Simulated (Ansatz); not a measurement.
How far is PAW off for Sb?

```yaml
crystal:
  lattice:
    - [-1.51744, 1.51744, 2.50050]
    - [1.51744, -1.51744, 2.50050]
    - [1.51744, 1.51744, -2.50050]
  atoms:
    - { symbol: Sb, position: [0.00000, 0.00000, 0.00000] }
```

Conventional cell: a = 3.035 Å, b = 3.035 Å, c = 5.001 Å, α = 90.00°, β = 90.00°, γ = 90.00°. Around Sb (atom 1) lie 12 Sb at 3.03 to 3.30 Å.

The geometry is COD entry 9013010, unchecked; take it as a test cell. The listed cell was then made from it by scaling, straining or moving an atom.

Spin–orbit coupling is left out, though it moves levels of the heavy atoms by tenths of an eV or more.

Levels of theory: DFT, PBEsol, PAW with Ansatz's default frozen-core files, scalar-relativistic (Ansatz 0.2.0); DFT, PBEsol, all-electron LAPW, scalar-relativistic (Ansatz 0.2.0).

For PAW: a Γ-centred 19×19×19 k mesh, Fermi–Dirac smearing of 0.05 eV, cutoff 420 eV, no spin polarisation; the PAW files were made with PBE, and the program remakes their frozen cores for this functional. LAPW targets a basis error of 0.25 meV/atom. The Ansatz runs share mesh, smearing and spin set-up. Plane-wave (PAW) pressures include the program's estimate of the Pulay term.

Stress and pressure are positive in compression.

The change that made this cell: volume scaled by 1.025.

```json
{"quantity": "pressure (GPa)", "PAW": "12.06", "LAPW": "12.07"}
{"quantity": "stress xx (GPa)", "PAW": "12.56", "LAPW": "12.58"}
{"quantity": "stress zz (GPa)", "PAW": "11.05", "LAPW": "11.06"}
```
